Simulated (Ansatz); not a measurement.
BP (zinc blende, space group No. 216), DFT-PBEsol in the program Ansatz with PAW potentials. The conduction-band minimum lies on the Γ–X line, 83 % of the way from Γ, with 6 equivalent valleys. Second derivatives d²E/dk² of the lowest band at one valley (eV·Å²), along Cartesian directions:

```json
[
 {"direction": "[100]", "d²E/dk²": "5.968"},
 {"direction": "[010]", "d²E/dk²": "34.28"},
 {"direction": "[001]", "d²E/dk²": "34.28"},
 {"direction": "[110]", "d²E/dk²": "20.13"},
 {"direction": "[101]", "d²E/dk²": "20.13"},
 {"direction": "[011]", "d²E/dk²": "34.19"}
]
```

**Question.** Find the principal effective masses, the density-of-states mass and the conductivity mass.

**Answer.** Off-diagonal terms follow from H_xy = H[110] − (H_xx + H_yy)/2, and m*/mₑ = 7.620 eV·Å² over each eigenvalue: 0.22, 0.22, 1.3. One valley's DOS mass (m₁m₂m₃)^(1/3) = 0.40, conductivity mass 3/(Σ 1/mᵢ) = 0.31 mₑ.

**Question.** What effective density of states Nc follows at 300 K for parabolic valleys?

**Answer.** Nc = 2.509e19 × 6 × (0.40)^(3/2) ≈ 3.8e19 cm⁻³.

Space group F-43m (zinc blende). The PBEsol relaxation kept the symmetry of its start.

Potentials: the earlier of the program's two PAW sets. The files were generated under PBE; for other functionals the program regenerates the frozen cores, and for LDA and PBEsol the local potential too.

Edges and masses are those of Kohn–Sham bands, whose gap is no quasiparticle gap.
